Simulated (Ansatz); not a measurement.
From the elastic tensor of Ti₅AlN₆ to moduli and sound speeds

Method: Ansatz 0.2.0, DFT PBE, scalar-relativistic, plane waves, PAW. Settings: 420 eV plane-wave cutoff, Γ-centred 12×12×4 mesh, Fermi-Dirac smearing of 0.15 eV. No spin polarisation.

Space group P4/mmm (No. 123), tetragonal, a = 2.981 Å, c = 12.740 Å. Around Ti on a site of symmetry 4mm lie 6 N at 2.09–2.17 Å, 8 Ti at 2.95–2.98 Å and 4 Al at 3.02 Å; Ti on a second site of symmetry 4mm has 6 N at 2.11–2.19 Å; Ti on a site of symmetry 4/mmm is surrounded by 6 N at 2.11 Å; around Al lie 6 N at 2.04–2.11 Å, 4 Al at 2.98 Å and 8 Ti at 3.02 Å; N on a site of symmetry 4mm is surrounded by 1 Al at 2.04 Å and 5 Ti at 2.11–2.19 Å; around N on a second site of symmetry 4mm lie 6 Ti at 2.09–2.11 Å; 2 more sites not described.

It was reached by relaxing an invented guess, and it needn't be the stable form of this composition. In a metal, frequencies and elastic constants depend on the k mesh and the smearing, soft modes and shear constants most.

Relaxed-ion constants (GPa, on the Cartesian axes of the calculation):
C11 = 526.8, C12 = 157.6, C13 = 133.2, C22 = 526.8, C23 = 133.2, C33 = 517.0, C44 = 176.1, C55 = 176.1, C66 = 210.5 GPa; the others vanish.

Density 5.137 g/cm³; 12 atoms in 113.25 Å³.

With S = C⁻¹: B_V = (C11+C22+C33+2(C12+C13+C23))/9, G_V = (C11+C22+C33−C12−C13−C23+3(C44+C55+C66))/15, 1/B_R = S11+S22+S33+2(S12+S13+S23), 15/G_R = 4(S11+S22+S33−S12−S13−S23)+3(S44+S55+S66); Hill is their mean. Then v_l = √((B+4G/3)/ρ), v_t = √(G/ρ), v_m = [(2/v_t³+1/v_l³)/3]^(−1/3) and Θ = (ħ/k_B)·v_m·(6π²n/V)^(1/3) for n atoms in the volume V; E = 9BG/(3B+G), ν = (3B−2G)/(2(3B+G)) and A^U = 5G_V/G_R + B_V/B_R − 6.

```
Bulk modulus, Voigt / Reuss / Hill          : 268.7 / 268.5 / 268.6 GPa
Shear modulus, Voigt / Reuss / Hill         : 189.0 / 188.0 / 188.5 GPa
Young's modulus                             : 458 GPa
Poisson ratio                               : 0.216
Pugh ratio B/G                              : 1.42 (under 1.75, the rule of thumb for brittle)
Universal anisotropy index                  : 0.03
Longitudinal and transverse sound speeds    : 10060 and 6058 m/s
Debye temperature from the mean sound speed : 944 K
```
